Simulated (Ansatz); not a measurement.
Starting cell, LiCl (rock salt):

```yaml
crystal:
  lattice:
    - [0.00000, 2.55614, 2.55614]
    - [2.55614, 0.00000, 2.55614]
    - [2.55614, 2.55614, 0.00000]
  atoms:
    - { symbol: Cl, position: [0.00000, 0.00000, 0.00000] }
    - { symbol: Li, position: [0.50000, 0.50000, 0.50000] }
```

A phonon eigenvector at Γ is frozen into this cell: atom i moves by Q times the vector below, so Q is the largest atomic displacement, in Å. The cell is held. It is one choice among 3 degenerate patterns.

```csv
atom,x,y,z
Cl1,0.000,0.000,0.196
Li2,0.000,0.000,-1.000
```

All values below come from r2SCAN (plane waves to 500 eV, PAW, scalar-relativistic; Ansatz, a program for electronic structure). k mesh 11×11×11 (Γ-centred), Fermi-Dirac smearing 0.05 eV. Energies are smeared free energies. LiCl was relaxed with its symmetry unable to fall. ΔE is measured from the undisplaced structure.

| Q (Å) | ΔE (meV/cell) |
|---|---|
| -0.1000 | withheld |
| -0.0833 | 4.1 |
| -0.0667 | 2.6 |
| -0.0500 | 1.4 |
| -0.0333 | 0.6 |
| -0.0167 | 0.2 |
| 0.0000 | 0.0 |
| 0.0167 | 0.2 |
| 0.0333 | 0.6 |
| 0.0500 | 1.4 |
| 0.0667 | 2.6 |
| 0.0833 | 4.1 |
| 0.1000 | withheld |

Problem. Fit an even polynomial form (powers 2, 4) to the given rows and predict ΔE at Q = 0.1000.

Solution. Least squares on the 11 given rows: ΔE = (554.8)·Q² + (5349)·Q⁴, in meV/cell with Q in Å; root-mean-square residual 0.03 meV/cell. At 0.1000 the fit gives 6.1 meV/cell; the calculation gives 6.0 meV/cell, so the extrapolation is off by 0.1 (+1.7 %). The quadratic term alone would give 5.5 meV/cell.

(A displaced cell: forces are minus the slopes of the energy, force constants its curvatures, and phonons follow from these.)
